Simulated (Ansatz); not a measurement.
Here is an unrelaxed guess for Ga3O2.

```cif
data_structure
_symmetry_space_group_name_H-M 'Pm-3m'
_symmetry_Int_Tables_number 221
_cell_length_a 4.1452
_cell_length_b 4.1452
_cell_length_c 4.1452
_cell_angle_alpha 90.000
_cell_angle_beta 90.000
_cell_angle_gamma 90.000
_cell_volume 71.23
loop_
_atom_site_label
_atom_site_type_symbol
_atom_site_symmetry_multiplicity
_atom_site_Wyckoff_symbol
_atom_site_fract_x
_atom_site_fract_y
_atom_site_fract_z
_atom_site_occupancy
Ga1 Ga 3 c 0.00000 0.50000 0.50000 1
O1 O 1 a 0.00000 0.00000 0.00000 1
O2 O 1 b 0.50000 0.50000 0.50000 1
```

Method: DFT PBE, scalar-relativistic, plane waves, PAW in Ansatz. Cutoff 420 eV; k points 4×4×4 on the computed 5-atom cell (Γ-centred); Gaussian smearing, width 0.10 eV; no spin polarisation.

The zero of energy is the elements' standard structures at the same level (O₂ as a molecule); no fitted shifts are applied.

Question: What does a single point on this coarse mesh give?

Answer: The pressure is 15.2 GPa (it wants to expand), the largest force is 0.00 eV/Å (symmetry fixes the atoms), and the energy is +0.18 eV/atom against the elements. The shortest distance is 2.07 Å.

Question: Is it a good guess?

Answer: A fair one: relaxing gains about 0.12 eV/atom (the start's value is from the coarse mesh, so the gain is rough) in 10 ionic steps and ends at +0.06 eV/atom on the finer mesh. The symmetry stays Pm-3m (No. 221). The volume per atom grows by 19.4 %, from 14.2 to 17.0 Å³. The shortest distance goes from 2.07 Å (Ga–O) to 2.20 Å (Ga–O). Conventional cell: a = 4.398 Å. Around Ga lie 2 O at 2.20 Å, 4 O at 3.11 Å and 8 Ga at 3.11 Å; around O on its first site lie 12 Ga at 3.11 Å (long contacts); around O on its second site lie 6 Ga at 2.20 Å.

The last run used an 8×8×8 mesh for its 5-atom cell and Gaussian smearing of 0.10 eV. An odd number of electrons in the primitive cell allows no gap without spin; a larger cell or a magnetic state could open one. The relaxation can't lower the symmetry of the start, and the grade says only how near the guess is to its own end. A structure relaxed within its symmetry needn't be a true minimum. Another cell of Ga3O2 relaxed alike, in Fmm2, lies 1.00 eV/atom lower, so this cell isn't the stable form at this level.
